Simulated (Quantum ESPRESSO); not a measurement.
BaZrO3, space group Pm-3m (No. 221):

```
BaZrO3
1.0
    4.21239     0.00000     0.00000
    0.00000     4.21239     0.00000
    0.00000     0.00000     4.21239
Ba Zr O
1 1 3
Direct
  0.00000   0.00000   0.00000
  0.50000   0.50000   0.50000
  0.50000   0.00000   0.50000
  0.00000   0.50000   0.50000
  0.50000   0.50000   0.00000
```
The geometry is a computed Materials Project entry, not a measured one. It is BaZrO3 in Pm-3m. Stability against distortions was not tested. The run has no spin polarisation.

```
site  Wyckoff letter  site symmetry
----  --------------  -------------
Ba                 a           m-3m
Zr                 b           m-3m
O                  c          4/mmm
```

Cores are frozen. Against all-electron runs on small test molecules, this scheme's |Vzz| missed by −2 to +6 % on O.

### Question
Where does symmetry force the field gradient to vanish or to be axial, and what does the PAW reconstruction of the field gradient on a scalar-relativistic PBE ground state (a modified build of Quantum ESPRESSO, JTH datasets) give?

### Answer
```tsv
site	by symmetry	Vzz (a.u.)	η_Q
Ba	vanishes (cubic site)	0	–
Zr	vanishes (cubic site)	0	–
O	axial, η = 0 (an axis of order 3 or more)	-0.129	0.00
```
